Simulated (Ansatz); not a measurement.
The start is a relaxed WC cell, doubled along one cell vector, shaken by Gaussian noise of σ = 0.08 Å a coordinate. Cell shape, volume and atoms are optimised at zero target pressure with r2SCAN (plane waves to 500 eV, PAW, scalar-relativistic; Ansatz, a quantum-chemistry and plane-wave program). First-step values are on the input's coarse k-mesh.

Ansatz input (later rounds restart from its end on a renewed k-mesh):
Ansatz 0.2 input:
```yaml
crystal:
  lattice:
    - [2.9924586829, 0, 0]
    - [0, 6.0020212214, 0]
    - [0, 0, 7.3321404142]
  atoms:
    - { symbol: C, position: [-0.0147653385, 0.2383135113, 0.4984225167] }
    - { symbol: C, position: [0.0539960813, 0.7643454116, 0.4989595794] }
    - { symbol: C, position: [-0.0108170914, -0.0024026776, 0.482460407] }
    - { symbol: C, position: [0.0245360258, 0.4988491274, 0.4968327682] }
    - { symbol: C, position: [0.5142809955, -0.0155563529, 0.0361456658] }
    - { symbol: C, position: [0.456645878, 0.502714652, 0.003024377] }
    - { symbol: W, position: [0.5021543419, -0.0277790569, 0.7350258933] }
    - { symbol: W, position: [0.498368929, 0.4696718941, 0.7192758786] }
    - { symbol: W, position: [0.480897229, -0.0056993734, 0.2791413266] }
    - { symbol: W, position: [0.4944337045, 0.5190386952, 0.2885626131] }
    - { symbol: W, position: [-0.0062494237, 0.2429528752, 0.0234742712] }
    - { symbol: W, position: [0.0067652534, 0.7430606522, -0.002834827] }
basis: { ecutwfc: 500, ecutrho_ratio: 4, xc_grid: 4, fft_grid_basis: typed }
kpoints: { mp_grid: { grid: [8, 4, 3] } }
hamiltonian:
  xc: r2scan
  dispersion: none
  pseudopotentials: { azcp: { folder: ./paw }, kind: paw }
scf: { occupations: { method: fermi_dirac, width: 0.05 } }
relax: { f_tol: 0.01, max_steps: 100, cell: { stress_tol: 0.02 } }
output: { forces: true, stress: true }
```

### Question
What pressure does the first self-consistent step give?

### Answer
+6 GPa (positive: the cell is compressed).

### Question
Which atoms feel the largest initial force, and how large is it?

### Answer
About 7.4 eV/Å, on C5 (atoms numbered as listed).

### Question
How much energy is released per atom?

### Answer
0.70 eV/atom.

### Question
How does the volume change?

### Answer
+1.7 %, from 10.97 to 11.16 Å³/atom.

### Question
What does it relax into? Give the structure.

### Answer

Space group Pm (No. 6); a = 3.0089 Å, b = 6.1178 Å, c = 7.2782 Å, α = γ = 90.00°, β = 90.63°

| atom | site | symmetry | x | y | z |
|---|---|---|---|---|---|
| C | 1a | m | 0.9768 | 0.0000 | 0.7308 |
| C | 1b | m | 0.2238 | 0.5000 | 0.4866 |
| C | 2c | 1 | 0.9900 | 0.2918 | 0.4773 |
| C | 2c | 1 | 0.4844 | 0.2511 | 0.9859 |
| W | 2c | 1 | 0.4664 | 0.2435 | 0.6895 |
| W | 2c | 1 | 0.4711 | 0.2651 | 0.2710 |
| W | 1a | m | 0.9900 | 0.0000 | 0.0212 |
| W | 1b | m | 0.9857 | 0.5000 | 0.9726 |

Final values are on a 15×8×7 k-mesh of the relaxed cell. No spin polarisation in the result.

The relaxed structure here is a generated cell of WC: the first start was made by a random draw of sites in a space group, and the end was not matched to a known phase here, so it may be hypothetical. Known forms of WC include space group No. 187.
